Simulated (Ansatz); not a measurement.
Q: Free-standing sheets of MoAs4Si2, MA2Z4 (prismatic core, outer Z over the empty site)-type layer and As, polar puckered (GeS)-type layer are relaxed with the program Ansatz at the PBE level (PAW). Aligned at the vacuum level, what band offsets and what type of junction result?

A: MoAs4Si2: VBM -4.83, CBM -4.23 eV; As: VBM -4.65, CBM -3.81 eV. Valence offset 0.19 eV (As higher), conduction offset 0.42 eV (MoAs4Si2 lower): type II (staggered).

Natural alignment of Kohn–Sham levels: no interface dipole, strain or quasiparticle shift.

All cells were relaxed under the symmetry of their starts (and spin orders); stability against distortions was not tested throughout. Rows with no word on spin ran without spin polarisation. Scalar-relativistic: spin–orbit coupling is off unless named, which matters more the heavier the elements. Constructed layers (a layer type filled with these elements): MoAs4Si2, MA2Z4 (prismatic core, outer Z over the empty site)-type layer; As, polar puckered (GeS)-type layer.

Potentials: the later of the program's two PAW sets.

Edges and masses are those of Kohn–Sham bands, whose gap is no quasiparticle gap.
